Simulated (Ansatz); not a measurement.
Mg$_{2}$BBrN$_{2}$ in space group C2/c (No. 15; Mg on 8f, B on 4e, Br on 4e, N on 8f) under volume change, the program Ansatz at the r²SCAN level (PAW), shape and atoms relaxed at each volume.

```
V (Å³/atom)  E − E(relaxed) (meV/atom)     P (GPa)
-----------  -------------------------  ----------
14.048                            28.9        6.66
14.511                      (withheld)  (withheld)
14.975                      (withheld)  (withheld)
15.438                             0.0        0.00
15.901                             2.9       -1.99
16.364                            11.3       -3.75
16.827                            24.4       -5.28
```

### Question
Fill in the missing entries.

### Answer

- 14.975, E − E(relaxed) (meV/atom): 3.1
- 14.975, P (GPa): 2.20
- 14.511, E − E(relaxed) (meV/atom): 12.8
- 14.511, P (GPa): 4.48

### Question
What does a third-order Birch–Murnaghan fit give for V₀, B₀ and B′?

### Answer
V₀ = 15.45 Å³/atom, B₀ = 67.2 GPa, B′ = 1.4.

The workflow started from a Materials Project entry (that database holds measured and hypothetical structures alike); the Crystallography Open Database copy checked does not list it. Its standing as an ambient phase is unchecked. Symmetry was held in the r²SCAN relaxation; whether a distortion lowers the energy is not shown.

Potentials: the later of the program's two PAW sets.
